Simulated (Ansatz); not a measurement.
Cu$_{2}$SO$_{4}$:
```yaml
crystal:
  lattice:
    - [2.18993, -5.31836, 0.00000]
    - [2.18993, 5.31836, 0.00000]
    - [0.00000, 0.00000, 30.00000]
  atoms:
    - { symbol: Cu, position: [0.00000, 0.50000, 0.52412] }
    - { symbol: S, position: [0.50000, 0.50000, 0.50000] }
    - { symbol: O, position: [0.77193, 0.61349, 0.52942] }
    - { symbol: O, position: [0.22807, 0.38651, 0.52942] }
    - { symbol: O, position: [0.61349, 0.77193, 0.47058] }
    - { symbol: O, position: [0.38651, 0.22807, 0.47058] }
    - { symbol: Cu, position: [0.50000, 0.00000, 0.47588] }
```
Free-standing layer in the xy plane with vacuum along z and no interaction between images.

Relaxed with r²SCAN+D4.

**Question.** All from the program Ansatz at the r²SCAN+D4 level (PAW), unless another level is named. Give the HSE06 gap on the r²SCAN+D4 cell.

**Answer.** 3.75 eV.

**Question.** Next, the hole effective mass, in the valley at Y?

**Answer.** 2.8 along x, 1.7 along y (mₑ).

**Question.** Next, the electron affinity (Kohn–Sham)?

**Answer.** 3.01 eV.

**Question.** Next, the ionisation potential (Kohn–Sham)?

**Answer.** 5.42 eV.

**Question.** Next, the electron effective mass, in the valley at Γ?

**Answer.** 1.3 along x, 0.67 along y (mₑ).

Space group C222. The layer was cut from a bulk entry of the Materials Project (measured or hypothetical); whether that bulk phase is the ambient one, and whether the layer has been isolated, was not checked. The r²SCAN+D4 relaxation kept the symmetry of its start; its stability against distortions is not shown here. The workflow began spin-polarised and lost its moments. No Hubbard U is applied.

Potentials: the later of the program's two PAW sets.
